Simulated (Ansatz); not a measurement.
Hf (hcp, Mg type)

Space group P6₃/mmc (No. 194); a = b = 3.204 Å, c = 5.069 Å, α = β = 90.00°, γ = 120.00°

| atom | site | symmetry | x | y | z |
|---|---|---|---|---|---|
| Hf | 2d | -6m2 | 0.6667 | 0.3333 | 0.2500 |

The relaxed cell is deformed in two ways at once: its volume V is scaled, and at that volume it is stretched along z (the c axis of the conventional cell) so that c/a changes. Fractional atomic positions are held.

These are PBE (plane waves to 420 eV, PAW, scalar-relativistic; Ansatz, a quantum-chemistry and plane-wave program) values and carry that method's errors. k mesh 17×17×9 (Γ-centred), Fermi-Dirac smearing 0.05 eV. Compression counts positive. With partly filled bands, the response to shear is sensitive to the k mesh, so small differences along c/a are uncertain. Hf is run without spin polarisation. Hf was relaxed with its symmetry unable to fall. Spin-orbit coupling is left out, though Hf is heavy. The PAW data are Ansatz's earlier set. The last digit holds for this mesh only.

Changes of σxx (GPa) from the point V/V₀ = 1.000, (c/a)/(c/a)₀ = 1.000 when one coordinate moves alone (two changes are said to add if the coupling is within 5 % of the smaller one, nearly so within 20 %):

```
point                               change
----------------------------------  ------
V/V₀ = 1.000, (c/a)/(c/a)₀ = 0.880   -3.77
V/V₀ = 1.000, (c/a)/(c/a)₀ = 0.920   -2.82
V/V₀ = 1.000, (c/a)/(c/a)₀ = 0.960   -1.50
V/V₀ = 0.960, (c/a)/(c/a)₀ = 1.000    4.64
V/V₀ = 0.973, (c/a)/(c/a)₀ = 1.000    3.00
V/V₀ = 0.987, (c/a)/(c/a)₀ = 1.000    1.46
V/V₀ = 1.013, (c/a)/(c/a)₀ = 1.000   -1.37
V/V₀ = 1.027, (c/a)/(c/a)₀ = 1.000   -2.67
V/V₀ = 1.040, (c/a)/(c/a)₀ = 1.000   -3.89
V/V₀ = 1.000, (c/a)/(c/a)₀ = 1.040    1.57
V/V₀ = 1.000, (c/a)/(c/a)₀ = 1.080    3.08
V/V₀ = 1.000, (c/a)/(c/a)₀ = 1.120    4.37
```

What is the change at V/V₀ = 1.013, (c/a)/(c/a)₀ = 0.960, where both move, and how far is it from the sum?

The sum of the single changes is -1.37 + (-1.50) = -2.87; the calculation gives -2.83, so they add (within 5 % of the smaller single change).

Do the two effects add at V/V₀ = 1.013, (c/a)/(c/a)₀ = 0.920? Give the computed change.

The sum of the single changes is -1.37 + (-2.82) = -4.19; the calculation gives -4.11, so the coupling contributes 0.08 (under 20 % of the smaller single change, nearly additive).

What is the change at V/V₀ = 1.040, (c/a)/(c/a)₀ = 0.960, where both move, and how far is it from the sum?

The sum of the single changes is -3.89 + (-1.50) = -5.39; the calculation gives -5.27, so the coupling contributes 0.12 (under 20 % of the smaller single change, nearly additive).

(A scan under strain: stresses follow from slopes of the energy per volume, elastic moduli from its curvatures.)
